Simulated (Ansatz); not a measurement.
Ca₂Zn₃Ga in space group Cm (No. 8; Pearson symbol mS12), PBE (plane waves, PAW; program Ansatz), all energies at zero smearing, with the estimated change up to a 700 eV cutoff added, with one set of potentials and settings (totals compare only within such a set). Cell of 6 atoms (2 Ca, 3 Zn, 1 Ga): -17376.077 eV.

```tsv
element	reference phase	E (eV/atom)
Ca	Fm-3m, 1 atoms in the cell	-1816.8597
Zn	C2/m, 3 atoms in the cell	-3319.0295
Ga	Cmce, 4 atoms in the cell	-3783.0209
```

Formation energy per atom, worked out: (-17376.077 − 2×(-1816.8597) − 3×(-3319.0295) − 1×(-3783.0209))/6 = -0.375 eV/atom (-36 kJ per mol of atoms), at 0 K, without zero-point energy or fitted corrections.

The workflow started from a Materials Project entry (that database holds measured and hypothetical structures alike); the Crystallography Open Database copy checked does not list it. With Zn and Ga taken as one species the cell has the higher symmetry Imma, so it may be an ordered model of a mixed-site phase. Its standing as an ambient phase is unchecked. The PBE relaxation kept the symmetry of its start; whether a distortion lowers the energy is not shown. The references are the lowest solids computed at this level, not always the standard phases.

Potentials: the later of the program's two PAW sets.
